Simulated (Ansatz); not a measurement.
Fcc Au (110), 3 layers, DFT, PBE, all-electron LAPW, scalar-relativistic (Ansatz 0.2.0), on 2 threads of Arm Neoverse V1 (shared host).

Command: `ansatz run input.yaml --threads 2 --pin off --max-ram 4096MiB --backend cpu --events-out ev --progress --plain --runs-dir out`

```yaml
crystal:
  lattice:
    - [2.9400990585, 0.0, 0.0]
    - [0.0, 4.1579279633, 0.0]
    - [0.0, 0.0, 18.9401]
  atoms:
    - { symbol: Au, position: [0.0, 0.0, 0.4223842784] }
    - { symbol: Au, position: [0.5, 0.5, 0.5] }
    - { symbol: Au, position: [0.0, 0.0, 0.5776157216] }
kpoints:
  mp_grid: { grid: [12, 9, 1] }
scf:
  occupations: { method: fermi_dirac, width: 0.05 }
hamiltonian:
  xc: pbe
  pseudopotentials: { kind: all_electron, lapw: { basis_error: 0.001 } }
output:
  forces: true
  stress: true
  eigenvalues: true
  populations: true
  dos: { projected: true, de: 0.2, e_range: [-14, 8] }
efield:
  axis: 3
  amplitude: 0
  dipole_correction: true
```

Task: How large is the problem that the program sets up?

Result: 35 irreducible k-points, 1935 plane waves at Γ, 78 bands.

Task: About how long does it take, and how much memory?

Result: 2.6 min of wall time for 9 SCF iterations, with a peak of 0.85 GiB. Times on shared machines scatter by tens of per cent.
